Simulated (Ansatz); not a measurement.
CuI:
```
CELL_PARAMETERS angstrom
      0.00000     3.01145     3.01145
      3.01145     0.00000     3.01145
      3.01145     3.01145     0.00000
ATOMIC_POSITIONS crystal
  I  0.75000 0.75000 0.75000
  Cu 0.00000 0.00000 0.00000
```

Relaxed with r²SCAN. Special points in fractions of this cell's reciprocal vectors: Γ (0.000, 0.000, 0.000); X (0.500, 0.000, 0.500); U (0.625, 0.250, 0.625); K (0.375, 0.375, 0.750); L (0.500, 0.500, 0.500); W (0.500, 0.250, 0.750).

Task: List the band energies nearest the valence-band maximum at these points for DFT-r²SCAN with spin–orbit coupling in the program Ansatz with PAW potentials.

Result: In eV from the valence-band maximum; about four levels below and three above (degenerate sets whole), none deeper than 8.9 eV; points with the same levels are listed once.

```tsv
k	below	above
Γ	0.00 0.00 0.00 0.00	1.52 1.52 5.04 5.04
X	-1.75 -1.75 -1.62 -1.62	2.75 2.75 3.02 3.02
U	-1.80 -1.62 -1.47 -1.39	3.21 3.21 4.72
L	-0.94 -0.94 -0.83 -0.83	2.42 2.42 5.59 5.59
W	-1.79 -1.78 -1.48 -1.39	4.51 4.72 4.85
```

Space group F-43m (zinc blende). The cell was relaxed with r²SCAN under the symmetry of its start; phonons on a q-mesh show no instability. No spin polarisation was allowed.

Potentials: the later of the program's two PAW sets.
